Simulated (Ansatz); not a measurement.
**AlAu$_{4}$: computed property card**

AlAu₄:
```yaml
crystal:
  lattice:
    - [6.97675, 0.00000, 0.00000]
    - [0.00000, 6.97675, 0.00000]
    - [0.00000, 0.00000, 6.97675]
  atoms:
    - { symbol: Al, position: [0.06430, 0.06430, 0.06430] }
    - { symbol: Al, position: [0.43570, 0.93570, 0.56430] }
    - { symbol: Al, position: [0.56430, 0.43570, 0.93570] }
    - { symbol: Al, position: [0.93570, 0.56430, 0.43570] }
    - { symbol: Au, position: [0.68311, 0.68311, 0.68311] }
    - { symbol: Au, position: [0.81689, 0.31689, 0.18311] }
    - { symbol: Au, position: [0.18311, 0.81689, 0.31689] }
    - { symbol: Au, position: [0.31689, 0.18311, 0.81689] }
    - { symbol: Au, position: [0.78455, 0.94861, 0.38689] }
    - { symbol: Au, position: [0.71545, 0.05139, 0.88689] }
    - { symbol: Au, position: [0.28455, 0.55139, 0.61311] }
    - { symbol: Au, position: [0.21545, 0.44861, 0.11311] }
    - { symbol: Au, position: [0.38689, 0.78455, 0.94861] }
    - { symbol: Au, position: [0.88689, 0.71545, 0.05139] }
    - { symbol: Au, position: [0.61311, 0.28455, 0.55139] }
    - { symbol: Au, position: [0.11311, 0.21545, 0.44861] }
    - { symbol: Au, position: [0.94861, 0.38689, 0.78455] }
    - { symbol: Au, position: [0.05139, 0.88689, 0.71545] }
    - { symbol: Au, position: [0.55139, 0.61311, 0.28455] }
    - { symbol: Au, position: [0.44861, 0.11311, 0.21545] }
```

Space group P2_13 (No. 198); conventional cell a = 6.977 Å, b = 6.977 Å, c = 6.977 Å, α = 90.00°, β = 90.00°, γ = 90.00°.

Method: r²SCAN (plane waves, PAW; program Ansatz). The cell and atoms are relaxed at this level. Other levels are named where they apply.

Cell and energy:

```
Item                                                           Value
-----------------------------------------------------  -------------
Volume per atom                                             16.98 Å³
Density                                                  15.94 g/cm³
Formation energy from the elements (no fitted shifts)  -0.21 eV/atom
```

Electronic structure:

```
Item                                                                        Result
------------------------------------  --------------------------------------------
Electronic character                                             metallic (no gap)
Density of states at the Fermi level  0.30 states/eV per atom (mean over ±0.08 eV)
Gap with spin–orbit coupling                                       none (metallic)
```

Mechanics:

```
Quantity                             Result
----------------------------------  -------
Bulk modulus (Birch–Murnaghan fit)  139 GPa
Pressure derivative B′                  6.7
```

Charges:

```
Quantity                               Value
-------------  -----------------------------
Bader charges  Al +1.98, Au -0.99 to -0.33 e
```

The workflow started from a Materials Project entry (that database holds measured and hypothetical structures alike); the Crystallography Open Database files this formula in space group No. 198, but the cells were not matched. Its standing as an ambient phase is unchecked. Symmetry was held in the r²SCAN relaxation; its stability against distortions is not shown here. The references are the lowest solids computed at this level, not always the standard phases. Scalar-relativistic: spin–orbit coupling is off unless named, which matters more the heavier the elements.

Potentials: the later of the program's two PAW sets.
